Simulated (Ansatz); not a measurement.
AlN:
```
AlN
1.0
    3.10338     0.00000     0.00000
   -1.55169     2.68760     0.00000
    0.00000     0.00000    10.04924
Al N
4 4
Direct
  0.00000   0.00000   0.00146
  0.00000   0.00000   0.50146
  0.66667   0.33333   0.75036
  0.33333   0.66667   0.25036
  0.00000   0.00000   0.81192
  0.00000   0.00000   0.31192
  0.66667   0.33333   0.56190
  0.33333   0.66667   0.06190
```

Relaxed with PBEsol. Special points in fractions of this cell's reciprocal vectors: Γ (0.000, 0.000, 0.000); M (0.500, 0.000, 0.000); K (0.333, 0.333, 0.000); A (0.000, 0.000, 0.500); L (0.500, 0.000, 0.500); H (0.333, 0.333, 0.500).

**Question.** List the band energies nearest the valence-band maximum at these points for PBEsol in the plane-wave PAW code Ansatz.

**Answer.** In eV from the valence-band maximum; about four levels below and three above (degenerate sets whole), none deeper than 8.9 eV; points with the same levels are listed once.

```
k                         below                above
-  ----------------------------  -------------------
Γ  -0.36 -0.36 -0.10 -0.10 0.00       4.08 6.21 6.49
M       -1.31 -1.27 -0.76 -0.58       3.90 4.55 6.86
K       -2.32 -1.51 -1.51 -0.76  5.75 5.75 7.27 7.27
A       -0.18 -0.18 -0.18 -0.18  5.03 5.03 6.88 6.88
L       -1.35 -1.35 -0.82 -0.82  4.47 4.47 6.52 6.52
H       -1.43 -1.43 -1.29 -1.29  5.50 5.50 7.51 7.51
```

Space group P6_3mc. The cell is a constructed one: a structure type filled with these elements. Its sites differ from those of the usual phase in this space group: another stacking or structure type. The PBEsol relaxation kept the symmetry of its start; its stability against distortions is not shown here.

Potentials: the later of the program's two PAW sets.
